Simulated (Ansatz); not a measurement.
BaF$_{2}$ (fluorite), conventional cell a = b = c = 6.2464 Å, α = β = γ = 90.00°. The calculation uses the primitive cell of 3 atoms, to which meshes and values per cell refer.

Two coordinates are scanned: the volume, and the ratio of the stretch along z (the conventional c axis) to the stretch across it. Atoms keep their fractional coordinates.

All values below come from PBE (plane waves to 420 eV, PAW, scalar-relativistic; Ansatz, a program for electronic structure). k mesh 9×9×9 (Γ-centred), Fermi-Dirac smearing 0.05 eV. The energy includes the smearing's −TS. BaF2 was relaxed with its symmetry unable to fall. The zero of ΔE is the relaxed starting cell.

Estimate the ΔE (meV/atom) for all points of the grid V/V₀ = 0.960, 0.973, 0.987, 1.000, 1.013, 1.027, 1.040 by (c/a)/(c/a)₀ = 0.920, 0.947, 0.973, 1.000, 1.027, 1.053, 1.080.

ΔE (meV/atom), with V/V₀ across and (c/a)/(c/a)₀ down:

| (c/a)/(c/a)₀ \ V/V₀ | 0.960 | 0.973 | 0.987 | 1.000 | 1.013 | 1.027 | 1.040 |
|---|---|---|---|---|---|---|---|
| 0.920 | 19.7 | 16.6 | 14.9 | 14.5 | 15.3 | 17.3 | 20.2 |
| 0.947 | 11.9 | 8.7 | 6.8 | 6.3 | 7.0 | 8.8 | 11.7 |
| 0.973 | 7.4 | 4.1 | 2.2 | 1.6 | 2.2 | 3.9 | 6.7 |
| 1.000 | 5.9 | 2.6 | 0.7 | 0.0 | 0.6 | 2.4 | 5.1 |
| 1.027 | 7.4 | 4.0 | 2.1 | 1.5 | 2.1 | 3.9 | 6.6 |
| 1.053 | 11.5 | 8.2 | 6.4 | 5.9 | 6.6 | 8.4 | 11.2 |
| 1.080 | 18.2 | 15.1 | 13.4 | 13.0 | 13.9 | 15.8 | 18.7 |

(Under strain, the slope of the energy per volume gives the stress and its curvature an elastic modulus.)
